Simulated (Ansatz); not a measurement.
B₃HN₃:
```yaml
crystal:
  lattice:
    - [3.78259, -2.17863, 0.00000]
    - [3.78259, 2.17863, 0.00000]
    - [0.00000, 0.00000, 6.83799]
  atoms:
    - { symbol: B, position: [0.30767, 0.69233, 0.52026] }
    - { symbol: N, position: [0.63983, 0.36017, 0.46682] }
    - { symbol: N, position: [0.36017, 0.63983, 0.96682] }
    - { symbol: B, position: [0.69233, 0.30767, 0.02026] }
    - { symbol: B, position: [0.97652, 0.36156, 0.48167] }
    - { symbol: N, position: [0.30554, 0.03149, 0.48753] }
    - { symbol: N, position: [0.03149, 0.30554, 0.98753] }
    - { symbol: B, position: [0.36156, 0.97652, 0.98167] }
    - { symbol: B, position: [0.63844, 0.02348, 0.48167] }
    - { symbol: N, position: [0.96851, 0.69446, 0.48753] }
    - { symbol: N, position: [0.69446, 0.96851, 0.98753] }
    - { symbol: B, position: [0.02348, 0.63844, 0.98167] }
    - { symbol: H, position: [0.35951, 0.64049, 0.72227] }
    - { symbol: H, position: [0.64049, 0.35951, 0.22227] }
```

Relaxed with PBE+D3(BJ) (plane waves, PAW; program Ansatz). Indices refer to the conventional cell of Cmc2_1, a = 7.5652 Å, b = 4.3573 Å, c = 6.8380 Å, α = β = γ = 90.00°.

Question: Simulate the powder diffraction pattern (Fe Kα, λ = 1.93735 Å; lines above 1 %) up to 2θ = 90°.

Answer: Simulated powder pattern, Fe Kα, λ = 1.93735 Å (kinematic, ideal powder, no thermal factors, no anomalous dispersion; the 30 strongest lines at most, above 1 %, up to 2θ = 90°):

```csv
2θ (°),d (Å),I/Imax (%),hkl
32.92,3.419,100,(002)
34.08,3.305,1.9,(111)
52.70,2.183,13,(310)
52.80,2.179,3.1,(020)
55.53,2.079,1.4,(311)
55.63,2.076,4.9,(021)
63.54,1.840,11,(312)
63.64,1.837,2.8,(022)
69.03,1.709,6.9,(004)
75.91,1.575,1.5,(023)
```

The start of the workflow was typed in or built on a structure type; neither database checked (COD, Materials Project) lists it. Whether it is the stable phase at ambient conditions was not checked. Symmetry was held in the PBE+D3(BJ) relaxation; its stability against distortions is not shown here. The volume moved by -18 % from the start of the relaxation.

Potentials: the earlier of the program's two PAW sets.
